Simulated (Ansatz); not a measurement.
Relaxed-ion elastic tensor of CdSiN₂ in space group R-3m (No. 166; Cd on 3a, Si on 3b, N on 6c) in GPa (Voigt order), plane-wave PAW PBEsol (Ansatz code); density 7.06 g/cm³, 9.91 Å³ per atom.

```
  445    128    100  -12.5    0.0    0.0
  128    445    100   12.5    0.0    0.0
  100    100    417    0.0    0.0    0.0
-12.5   12.5    0.0   40.5    0.0    0.0
  0.0    0.0    0.0    0.0   40.5  -12.5
  0.0    0.0    0.0    0.0  -12.5    159
```

Problem. Is the crystal mechanically stable?

Solution. Yes: the smallest eigenvalue of C is 39.2 GPa.

Problem. Work out the Voigt, Reuss and Hill averages.

Solution. K_V = 218, K_R = 218, K_H = 218; G_V = 113, G_R = 71.9, G_H = 92.5 GPa.

Problem. Give Young's modulus, Poisson's ratio, Pugh's ratio and the universal anisotropy index.

Solution. E = 9KG/(3K + G) = 243 GPa; ν = 0.31; K/G = 2.36 (ductile by the Pugh limit of 1.75); A_U = 5G_V/G_R + K_V/K_R − 6 = 2.88.

Problem. Estimate the sound speeds and the Debye temperature.

Solution. v_l = √((K + 4G/3)/ρ) = 6950 m/s, v_t = √(G/ρ) = 3620 m/s, mean 4050 m/s; Θ = (h/k)(3n/4πV)^(1/3) v_m = 562 K.

Problem. Solve the Christoffel equation for the three sound speeds along x, y, z.

Solution. Eigenvalues of C_ijkl n_j n_l equal ρv². In km/s, slowest first: x 2.36, 4.76, 7.94; y 2.38, 4.74, 7.95; z 2.39, 2.39, 7.69.

Problem. How much does each axis shrink under pressure?

Solution. Linear compressibilities β_i = Σ_j S_ij (j = 1 to 3): x 1.4, y 1.4, z 1.7 per TPa.

The start of the workflow was typed in or built on a structure type; neither database checked (COD, Materials Project) lists it. Whether it is the stable phase at ambient conditions was not checked. The PBEsol relaxation kept the symmetry of its start; whether a distortion lowers the energy is not shown.

Potentials: the earlier of the program's two PAW sets. The files were generated under PBE; for other functionals the program regenerates the frozen cores, and for LDA and PBEsol the local potential too.
